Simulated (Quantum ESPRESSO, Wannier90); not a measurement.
## HgS (wurtzite): Wannier90 run

```xyz
4
Lattice="4.1964 0.0000 0.0000 -2.0982 3.6342 0.0000 0.0000 0.0000 6.8703" Properties=species:S:1:pos:R:3 pbc="T T T"
Hg    -2.0982     1.2114    -3.4343
Hg     2.0982    -1.2114     0.0008
S     -2.0982     1.2114    -0.8596
S      2.0982    -1.2114     2.5755
```

Materials Project entry mp-973676; symmetrised, unrelaxed at this level. Not found in the COD (Crystallography Open Database) copy used, which has the formula in other groups; not checked further. Method: PBEsol plane waves in Quantum ESPRESSO 7.5 (PseudoDojo norm-conserving files, 53 Ry, no spin polarisation, no spin-orbit coupling), Bloch states on a 12×12×4 mesh through Γ, Wannier90 4.0.1. Density: 12×12×6 mesh, Gaussian smearing 0.01 Ry. Spin-orbit coupling is left out although heavy elements are present.

A tight-binding model is made by disentanglement and projection with no localisation steps (num_iter = 0), so the 26 orbitals stay atom-like: hydrogen-like Hg: s;p;d; S: s;p, axes along x, y, z; frozen window up to 1.50 eV relative to the Fermi level. It follows pw.x to 0.5 meV rms for states up to 1.0 eV relative to the Fermi level. Matrix elements depend on this choice of orbitals and windows.

Task: What are the on-site energies relative to the Fermi level, and how fast do the hoppings decay?

Result: 
| atom | orbitals | energy (eV) |
|---|---|---|
| Hg1 | s | -0.94 |
| Hg1 | pz | 5.83 |
| Hg1 | px py | 5.77 |
| Hg1 | dz2 | -6.18 |
| Hg1 | dxz dyz | -6.13 |
| Hg1 | dx2-y2 dxy | -6.16 |
| Hg2 | s | -0.94 |
| Hg2 | pz | 5.83 |
| Hg2 | px py | 5.77 |
| Hg2 | dz2 | -6.18 |
| Hg2 | dxz dyz | -6.13 |
| Hg2 | dx2-y2 dxy | -6.16 |
| S3 | s | -10.69 |
| S3 | pz px py | -0.69 |
| S4 | s | -10.69 |
| S4 | pz px py | -0.69 |

```
distance of the centres (Å)  largest modulus (eV)
---------------------------  --------------------
2–3                                           2.5
3–4                                        5.0e-6
4–5                                          0.45
5–6                                         0.030
6–7                                          0.16
7–8                                         0.028
8–9                                         0.019
9–10                                       0.0098
10–11                                      0.0051
11–12                                      0.0021
12–13                                      0.0026
```
